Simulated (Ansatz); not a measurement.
SrP₂Pd₂:
```
SrP2Pd2
1.0
   -2.10007     2.10007     4.85344
    2.10007    -2.10007     4.85344
    2.10007     2.10007    -4.85344
P Pd Sr
2 2 1
Direct
  0.38476   0.38476   0.00000
  0.61524   0.61524   0.00000
  0.75000   0.25000   0.50000
  0.25000   0.75000   0.50000
  0.00000   0.00000   0.00000
```

Relaxed with PBEsol. Special points in fractions of this cell's reciprocal vectors: Γ (0.000, 0.000, 0.000); X (0.000, 0.000, 0.500); P (0.250, 0.250, 0.250); N (0.000, 0.500, 0.000); M (0.500, 0.500, -0.500); S (0.297, 0.703, -0.297); S0 (-0.297, 0.297, 0.297); R (-0.094, 0.094, 0.500); G (0.500, 0.500, -0.094).

Question: List the band energies nearest the Fermi level at these points for PBEsol in the plane-wave PAW code Ansatz.

Answer: In eV from the Fermi level; about four levels below and three above (degenerate sets whole), none deeper than 8.9 eV; points with the same levels are listed once.

| k | below | above |
|---|---|---|
| Γ | -2.27 -1.53 -1.53 -1.26 | 0.04 0.04 0.43 |
| X | -2.24 -1.41 -1.03 -0.64 | 1.67 4.15 4.38 |
| P | -1.97 -1.97 -0.73 -0.73 | 1.37 4.75 5.36 |
| N | -3.32 -3.05 -1.97 -0.96 | 0.49 1.50 1.55 |
| M | -1.63 -1.63 -1.26 -0.80 | 1.43 1.63 2.56 2.56 |
| S | -3.02 -0.93 -0.84 -0.38 | 1.73 2.87 2.99 |
| R | -1.99 -1.02 -0.93 -0.58 | 1.81 4.12 4.52 |

Space group I4/mmm. The workflow started from an entry of the Crystallography Open Database (COD). Whether it is the stable phase at ambient conditions was not checked. The PBEsol relaxation kept the symmetry of its start; its stability against distortions is not shown here. The run is not spin-polarised. Spin–orbit coupling is left out wherever it is not named.

Potentials: the later of the program's two PAW sets.
